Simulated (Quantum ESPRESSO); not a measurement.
## Calculated data, Ge (made-up cell, one site empty), Si5Ge2 (made-up cell, one site empty)

Calculation on a made-up crystal cell, not a measurement: periodic Kohn-Sham density functional theory in plane waves with PseudoDojo standard norm-conserving scalar-relativistic pseudopotentials, each functional with its own files (v0.5 for PBE, v0.4.1 for LDA and PBEsol), no spin polarisation, no spin-orbit coupling, atoms not relaxed, stress positive in tension, energies less a fixed whole-eV offset for each atom's element; levels are Kohn-Sham levels at fractions of this cell's reciprocal vectors, counted from the reference band (half the neutral cell's valence electrons, rounded up) at Gamma; error bars cover cutoff and k-mesh only, not smearing or the files; added strain carries the atoms with the cell, and shear is the tensor component; each bar is the largest change over components, and at least 0.002 eV, 0.002 eV per angstrom or 0.02 GPa; energies are for the whole cell, and the offsets were chosen from early runs and are not element reference energies. Program: Quantum ESPRESSO 7.5.

Settings shared by all entries: lattice type zincblende/diamond; functional pbe; cutoff 1061 eV; fermi dirac smearing 0.1 eV; scf tolerance 1e-07 eV; electrons removed 0; k mesh 6 x 6 x 6, shifted by half a step.

(1) Ge (made-up cell, one site empty)

Unstrained structure:
```
Ge
1.0
      5.6827     0.0233     0.0355
      0.0233     5.5566     0.0119
      0.0356     0.0119     5.5883
Ge
7
Direct
  -0.00553 0.00622 -0.02045
  0.00365 0.50265 0.51323
  0.50631 0.49969 0.01272
  0.26826 0.25059 0.27008
  0.24121 0.76099 0.73451
  0.74998 0.24703 0.75417
  0.76084 0.75512 0.25817
```

| Item | Value |
| --- | --- |
| empty site | 3 |
| added strain kind | biaxial xx and yy |
| added strain | -0.0153 |
| structure shown | before the added strain of -0.0153 |
| free energy less offsets | -1.294 eV |
| smearing term minus ts | -0.07033 eV |
| scf iterations | 11 |
| pressure | 4.382 GPa |
| stress xx | -4.553 GPa |
| stress yy | -5.224 GPa |
| stress zz | -3.369 GPa |
| stress yz | -0.0333 GPa |
| stress xz | 0.8752 GPa |
| stress xy | 0.5795 GPa |
| fermi level | -0.7936 eV |
| reference band | 49 |
| error bar energy | 0.005249 eV |
| error bar stress | 0.02 GPa |
| error bar force | 0.004149 eV/Å |
| error bar next band up | 0.002 eV |
| error bar fermi level | 0.01114 eV |
| error bars from | tighter rerun of a related cell |

Atoms:
```csv
atoms element,atom site,atom energy offset (eV)
Ge,1,-2430
Ge,2,-2430
Ge,4,-2430
Ge,5,-2430
Ge,6,-2430
Ge,7,-2430
Ge,8,-2430
```

Forces:
```csv
site,x (eV/Å),y (eV/Å),z (eV/Å)
1,1.004,-0.05012,1.936
2,-0.3703,-0.5257,-0.6294
4,-0.3367,0.8353,-0.5629
5,-0.4116,-1.329,-0.04942
6,1.87,0.2166,0.4298
7,-1.259,0.3375,-1.077
8,-0.497,0.5153,-0.04781
```

Levels:
```csv
level k point,next band up (eV)
Gamma,0.1443
"(1/2,1/2,1/2)",-0.1912
"(0.15,0,0)",0.05314
"(0,0.15,0)",0.0955
"(0,0,0.15)",0.1327
```

(2) Ge (made-up cell, one site empty)

Structure as in entry 1.

| Quantity | Value |
| --- | --- |
| empty site | 3 |
| added strain kind | biaxial xx and yy |
| added strain | -0.0088 |
| structure shown | before the added strain of -0.0088 |
| free energy less offsets | -1.357 eV |
| smearing term minus ts | -0.07081 eV |
| scf iterations | 11 |
| pressure | 3.533 GPa |
| stress xx | -3.615 GPa |
| stress yy | -4.283 GPa |
| stress zz | -2.702 GPa |
| stress yz | -0.03935 GPa |
| stress xz | 0.8396 GPa |
| stress xy | 0.5465 GPa |
| fermi level | -0.7793 eV |
| reference band | 49 |
| error bar energy | 0.005249 eV |
| error bar stress | 0.02 GPa |
| error bar force | 0.004149 eV/Å |
| error bar next band up | 0.002 eV |
| error bar fermi level | 0.01114 eV |
| error bars from | tighter rerun of a related cell |

Atoms:
```csv
atoms element,atom site,atom energy offset (eV)
Ge,1,-2430
Ge,2,-2430
Ge,4,-2430
Ge,5,-2430
Ge,6,-2430
Ge,7,-2430
Ge,8,-2430
```

Forces:
```csv
site,x (eV/Å),y (eV/Å),z (eV/Å)
1,0.9666,-0.04693,1.861
2,-0.351,-0.507,-0.6036
4,-0.319,0.8048,-0.534
5,-0.4387,-1.243,-0.05679
6,1.758,0.1723,0.421
7,-1.167,0.364,-1.024
8,-0.4495,0.456,-0.06342
```

Levels:
```csv
level k point,next band up (eV)
Gamma,0.1353
"(1/2,1/2,1/2)",-0.2269
"(0.15,0,0)",0.0635
"(0,0.15,0)",0.1085
"(0,0,0.15)",0.1275
```

(3) Ge (made-up cell, one site empty)

Structure as in entry 1.

| Item | Value |
| --- | --- |
| empty site | 3 |
| added strain kind | biaxial xx and yy |
| added strain | -0.0023 |
| structure shown | before the added strain of -0.0023 |
| free energy less offsets | -1.407 eV |
| smearing term minus ts | -0.07137 eV |
| scf iterations | 11 |
| pressure | 2.738 GPa |
| stress xx | -2.731 GPa |
| stress yy | -3.397 GPa |
| stress zz | -2.085 GPa |
| stress yz | -0.04388 GPa |
| stress xz | 0.8064 GPa |
| stress xy | 0.5114 GPa |
| fermi level | -0.7545 eV |
| reference band | 49 |
| error bar energy | 0.005249 eV |
| error bar stress | 0.02 GPa |
| error bar force | 0.004149 eV/Å |
| error bar next band up | 0.002 eV |
| error bar fermi level | 0.01114 eV |
| error bars from | tighter rerun of a related cell |

Atoms:
```csv
atoms element,atom site,atom energy offset (eV)
Ge,1,-2430
Ge,2,-2430
Ge,4,-2430
Ge,5,-2430
Ge,6,-2430
Ge,7,-2430
Ge,8,-2430
```

Forces:
```csv
site,x (eV/Å),y (eV/Å),z (eV/Å)
1,0.9307,-0.04337,1.787
2,-0.3317,-0.4888,-0.5803
4,-0.3018,0.776,-0.5061
5,-0.4653,-1.161,-0.06302
6,1.65,0.1308,0.4131
7,-1.078,0.3877,-0.9723
8,-0.4039,0.3984,-0.07828
```

Levels:
```csv
level k point,next band up (eV)
Gamma,0.1395
"(1/2,1/2,1/2)",-0.2512
"(0.15,0,0)",0.08417
"(0,0.15,0)",0.1299
"(0,0,0.15)",0.1328
```

(4) Ge (made-up cell, one site empty)

Structure as in entry 1.

| Item | Value |
| --- | --- |
| empty site | 3 |
| added strain kind | biaxial xx and yy |
| added strain | 0.0025 |
| structure shown | before the added strain of 0.0025 |
| free energy less offsets | -1.437 eV |
| smearing term minus ts | -0.07181 eV |
| scf iterations | 11 |
| pressure | 2.181 GPa |
| stress xx | -2.112 GPa |
| stress yy | -2.774 GPa |
| stress zz | -1.657 GPa |
| stress yz | -0.04848 GPa |
| stress xz | 0.7813 GPa |
| stress xy | 0.4914 GPa |
| fermi level | -0.7302 eV |
| reference band | 49 |
| error bar energy | 0.005249 eV |
| error bar stress | 0.02 GPa |
| error bar force | 0.004149 eV/Å |
| error bar next band up | 0.002 eV |
| error bar fermi level | 0.01114 eV |
| error bars from | tighter rerun of a related cell |

Atoms:
```csv
atoms element,atom site,atom energy offset (eV)
Ge,1,-2430
Ge,2,-2430
Ge,4,-2430
Ge,5,-2430
Ge,6,-2430
Ge,7,-2430
Ge,8,-2430
```

Forces:
```csv
site,x (eV/Å),y (eV/Å),z (eV/Å)
1,0.9037,-0.0418,1.735
2,-0.3177,-0.4751,-0.5619
4,-0.2898,0.7547,-0.4857
5,-0.4831,-1.101,-0.06805
6,1.572,0.09994,0.4062
7,-1.014,0.4051,-0.9358
8,-0.3706,0.3582,-0.08987
```

Levels:
```csv
level k point,next band up (eV)
Gamma,0.1517
"(1/2,1/2,1/2)",-0.2628
"(0.15,0,0)",0.1053
"(0,0.15,0)",0.1507
"(0,0,0.15)",0.1428
```

(5) Ge (made-up cell, one site empty)

Structure as in entry 1.

| Item | Value |
| --- | --- |
| empty site | 3 |
| added strain kind | biaxial xx and yy |
| added strain | 0.0124 |
| structure shown | before the added strain of 0.0124 |
| free energy less offsets | -1.478 eV |
| smearing term minus ts | -0.07275 eV |
| scf iterations | 11 |
| pressure | 1.115 GPa |
| stress xx | -0.9198 GPa |
| stress yy | -1.576 GPa |
| stress zz | -0.8487 GPa |
| stress yz | -0.05591 GPa |
| stress xz | 0.7326 GPa |
| stress xy | 0.4458 GPa |
| fermi level | -0.6707 eV |
| reference band | 49 |
| error bar energy | 0.005249 eV |
| error bar stress | 0.02 GPa |
| error bar force | 0.004149 eV/Å |
| error bar next band up | 0.002 eV |
| error bar fermi level | 0.01114 eV |
| error bars from | tighter rerun of a related cell |

Atoms:
```csv
atoms element,atom site,atom energy offset (eV)
Ge,1,-2430
Ge,2,-2430
Ge,4,-2430
Ge,5,-2430
Ge,6,-2430
Ge,7,-2430
Ge,8,-2430
```

Forces:
```csv
site,x (eV/Å),y (eV/Å),z (eV/Å)
1,0.8513,-0.03804,1.631
2,-0.2911,-0.4473,-0.5281
4,-0.2657,0.7118,-0.4461
5,-0.5187,-0.9831,-0.078
6,1.417,0.04074,0.3939
7,-0.889,0.4392,-0.8625
8,-0.3039,0.2767,-0.1104
```

Levels:
```csv
level k point,next band up (eV)
Gamma,0.1924
"(1/2,1/2,1/2)",-0.2753
"(0.15,0,0)",0.158
"(0,0.15,0)",0.2005
"(0,0,0.15)",0.1739
```

(6) Ge (made-up cell, one site empty)

Structure as in entry 1.

| Quantity | Value |
| --- | --- |
| empty site | 3 |
| added strain kind | biaxial xx and yy |
| added strain | 0.0233 |
| structure shown | before the added strain of 0.0233 |
| free energy less offsets | -1.494 eV |
| smearing term minus ts | -0.07373 eV |
| scf iterations | 11 |
| pressure | 0.0603 GPa |
| stress xx | 0.265 GPa |
| stress yy | -0.3825 GPa |
| stress zz | -0.06334 GPa |
| stress yz | -0.06349 GPa |
| stress xz | 0.681 GPa |
| stress xy | 0.4016 GPa |
| fermi level | -0.5999 eV |
| reference band | 49 |
| error bar energy | 0.005249 eV |
| error bar stress | 0.02 GPa |
| error bar force | 0.004149 eV/Å |
| error bar next band up | 0.002 eV |
| error bar fermi level | 0.01114 eV |
| error bars from | tighter rerun of this cell |

Atoms:
```csv
atoms element,atom site,atom energy offset (eV)
Ge,1,-2430
Ge,2,-2430
Ge,4,-2430
Ge,5,-2430
Ge,6,-2430
Ge,7,-2430
Ge,8,-2430
```

Forces:
```csv
site,x (eV/Å),y (eV/Å),z (eV/Å)
1,0.7959,-0.03503,1.523
2,-0.2632,-0.4178,-0.4924
4,-0.2408,0.6665,-0.4041
5,-0.5537,-0.8595,-0.08924
6,1.255,-0.02012,0.3816
7,-0.7586,0.4734,-0.7861
8,-0.2347,0.1925,-0.1326
```

Levels:
```csv
level k point,next band up (eV)
Gamma,0.2468
"(1/2,1/2,1/2)",-0.2809
"(0.15,0,0)",0.221
"(0,0.15,0)",0.2585
"(0,0,0.15)",0.2156
```

(7) Si5Ge2 (made-up cell, one site empty)

Unstrained structure:
```
Si5Ge2
1.0
      5.4994    -0.0190     0.0770
     -0.0190     5.6052    -0.0237
      0.0770    -0.0237     5.4461
Si Ge Si Ge Si
2 1 2 1 1
Direct
  -0.02012 -0.01299 -0.00622
  -0.01208 0.53322 0.52154
  0.47452 0.02928 0.50591
  0.24828 0.23799 0.22227
  0.25210 0.75106 0.77782
  0.76069 0.21957 0.72010
  0.75170 0.77327 0.24248
```

| Property | Result |
| --- | --- |
| empty site | 4 |
| added strain kind | uniform |
| added strain | -0.0194 |
| structure shown | before the added strain of -0.0194 |
| free energy less offsets | 2.124 eV |
| smearing term minus ts | -0.07474 eV |
| scf iterations | 10 |
| pressure | 4.268 GPa |
| stress xx | -5.465 GPa |
| stress yy | -3.781 GPa |
| stress zz | -3.56 GPa |
| stress yz | 1.34 GPa |
| stress xz | -1.359 GPa |
| stress xy | -3.099 GPa |
| fermi level | -0.3069 eV |
| reference band | 24 |
| error bar energy | 0.004475 eV |
| error bar stress | 0.02193 GPa |
| error bar force | 0.005015 eV/Å |
| error bar next band up | 0.002 eV |
| error bar fermi level | 0.004746 eV |
| error bars from | tighter rerun of a related cell |

Atoms:
```csv
atoms element,atom site,atom energy offset (eV)
Si,1,-115
Si,2,-115
Ge,3,-2430
Si,5,-115
Si,6,-115
Ge,7,-2430
Si,8,-115
```

Forces:
```csv
site,x (eV/Å),y (eV/Å),z (eV/Å)
1,1.393,1.316,-0.3928
2,0.6189,-0.6103,-1.504
3,-1.264,-2.264,-1.188
5,-1.067,2.002,-0.01467
6,0.885,-0.8589,-0.06508
7,1.193,1.957,1.238
8,-1.759,-1.541,1.926
```

Levels:
```csv
level k point,next band up (eV)
Gamma,0.2391
"(1/2,1/2,1/2)",0.6989
"(0.15,0,0)",0.3992
"(0,0.15,0)",0.3581
"(0,0,0.15)",0.499
```

(8) Si5Ge2 (made-up cell, one site empty)

Structure as in entry 7.

| Property | Result |
| --- | --- |
| empty site | 4 |
| added strain kind | uniform |
| added strain | -0.016 |
| structure shown | before the added strain of -0.016 |
| pressure | withheld |
| stress xx | withheld |
| stress xz | withheld |

Atoms:
```csv
atoms element,atom site,atom energy offset (eV)
Si,1,-115
Si,2,-115
Ge,3,-2430
Si,5,-115
Si,6,-115
Ge,7,-2430
Si,8,-115
```

Question: Estimate the pressure of Si5Ge2 (made-up cell, one site empty) (entry 8).
Answer: 3.474 GPa

Question: Si5Ge2 (made-up cell, one site empty) (entry 8): stress xx?
Answer: -4.635 GPa

Question: What stress xz does the calculation give for Si5Ge2 (made-up cell, one site empty) (entry 8)?
Answer: -1.271 GPa

Further results for Si5Ge2 (made-up cell, one site empty) (entry 8):

| Item | Value |
| --- | --- |
| free energy less offsets | 2.084 eV |
| smearing term minus ts | -0.0754 eV |
| scf iterations | 11 |
| stress yy | -3.018 GPa |
| stress zz | -2.769 GPa |
| stress yz | 1.25 GPa |
| stress xy | -2.972 GPa |
| fermi level | -0.2996 eV |
| reference band | 24 |
| error bar energy | 0.004475 eV |
| error bar stress | 0.02193 GPa |
| error bar force | 0.005015 eV/Å |
| error bar next band up | 0.002 eV |
| error bar fermi level | 0.004746 eV |
| error bars from | tighter rerun of this cell |

Forces:
```csv
site,x (eV/Å),y (eV/Å),z (eV/Å)
1,1.373,1.27,-0.3812
2,0.609,-0.6015,-1.475
3,-1.222,-2.223,-1.166
5,-1.067,1.932,0.01546
6,0.8149,-0.8056,-0.08874
7,1.179,1.896,1.192
8,-1.687,-1.469,1.903
```

Levels:
```csv
level k point,next band up (eV)
Gamma,0.2511
"(1/2,1/2,1/2)",0.6837
"(0.15,0,0)",0.4001
"(0,0.15,0)",0.3601
"(0,0,0.15)",0.499
```
